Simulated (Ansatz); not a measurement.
Theory: DFT PBE, scalar-relativistic, plane waves, PAW (Ansatz 0.2.0). Cutoff 420 eV, Γ-centred 10×10×10 mesh (6-atom cell), Gaussian smearing of 0.02 eV, no spin polarisation.

Formation energies are uncorrected and refer to the elements' standard structures at the same level. The references include black phosphorus.

Question: Suggest a trial structure for a tetragonal semiconductor with formula AlGa₂P₃, with a gap near 1.7 eV, a formation energy near −0.50 eV/atom and about 21 Å³ per atom, in a cell of 6 atoms.

Answer: AlGa₂P₃, space group I-4m2 (No. 119). Al has 4 P at 2.38 Å; around Ga lie 4 P at 2.38–2.39 Å; P on a site of symmetry -4m2 has 4 Ga at 2.38 Å; P on a site of symmetry 2mm has 2 Al at 2.38 Å and 2 Ga at 2.39 Å.

```
Al Ga P
1.0
    -1.94733    1.94733    8.25766
     1.94733   -1.94733    8.25766
     1.94733    1.94733   -8.25766
Al Ga P
1 2 3
Direct
  0.00000 0.00000 0.00000
  0.66667 0.66667 0.00000
  0.33333 0.33333 0.00000
  0.25000 0.75000 0.50000
  0.91704 0.41704 0.50000
  0.58296 0.08296 0.50000
```

* Volume per atom: 20.88 Å³
* Density: 3.44 g/cm³
* Energy over the elements: −0.498 eV/atom
* Gap on the 10×10×10 mesh of the 6-atom cell: 1.67 eV

The cell was found from a structure generator's guess, not taken from experiment. The answer needn't be unique; the calculation gave this one.

Kohn–Sham gaps at this level usually fall short of measured ones. The reference form of P is held partly by dispersion forces, which this level lacks. Symmetry constrained the relaxation, so the result can be a saddle point.
